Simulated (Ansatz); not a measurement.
B₀ against volume per atom: a fit and a prediction

Computed values for 6 crystals follow; one value of B₀ is withheld.

Computed with Ansatz, a plane-wave PAW program. B₀: r²SCAN, Birch–Murnaghan fit of energy against volume; volume per atom: r²SCAN, relaxed cell.

Runs started from generated or typed cells of the structure named: MgO; RuAl. Whether these are the forms stable at ambient conditions was not checked: LaPd2Ga3 (P6/mmm, hP6). Spin–orbit coupling is left out unless named.

| crystal | V (Å³/atom) | B₀ (GPa) |
|---|---|---|
| KBr (rock salt) | 36.08 | 15.9 |
| MgO (rock salt) | 9.29 | 167 |
| LaPd2Ga3 (P6/mmm, hP6) | 18.33 | 112 |
| ZrC (rock salt) | 13.07 | 230 |
| CuZn (CsCl type) | 12.43 | 135 |
| RuAl (CsCl type) | 13.27 | ___ |

Use the 5 complete rows to fit a straight line of ln(B₀) on ln(volume per atom), then estimate B₀ for RuAl.

Logarithms (x, y): KBr (3.586, 2.766); MgO (2.229, 5.118); LaPd2Ga3 (P6/mmm, hP6) (2.909, 4.718); ZrC (2.570, 5.438); CuZn (2.520, 4.905). Means: x̄ = 2.763, ȳ = 4.589. Sums of products about the means: Sxx = 1.08, Sxy = −2.005. Slope k = −2.005/1.08 = −1.86; intercept c = 4.589 − (−1.86) × 2.763 = 9.728; r² = 0.84. For RuAl, x = 2.586, so y = 9.728 + (−1.86) × 2.586 = 4.918 and B₀ = e^(4.918) = 137 GPa.

Check against the run. The calculation gives 220 GPa, a factor of 1.61 above the estimate. The fitted rows scatter by a factor of 1.63 (standard error of the fit), so this miss is within the scatter, in the logarithm; the row farthest from the line is ZrC. The usual reason for the trend: a modulus is an energy per volume, so compact lattices are stiff. The line is a summary of these rows, no law.

Where several phases of a formula are at hand, those over 0.1 eV/atom above the lowest were not drawn (by r²SCAN where it compared them, else by the largest value; a layered or molecular lowest phase counts only with a dispersion term); other phases could lie lower still. The rows are a sample with a lean to familiar crystals, kept because the fitted rows follow a line with r² over 0.75 in the expected sense, which many samples do not; the withheld row is never an end of the range. Limits of the draw: no layered crystals, B₀′ of 2 to 8; no unfamiliar magnets, and cubic perovskites only if shown or known to be stable. As a rule kept out of such tables: 4f compounds, open-shell compounds run without a Hubbard term, cells found unstable in the tests at hand, cells close to a higher symmetry, and runs set to a pressure or over 12 % in volume from the crystal's fullest run.
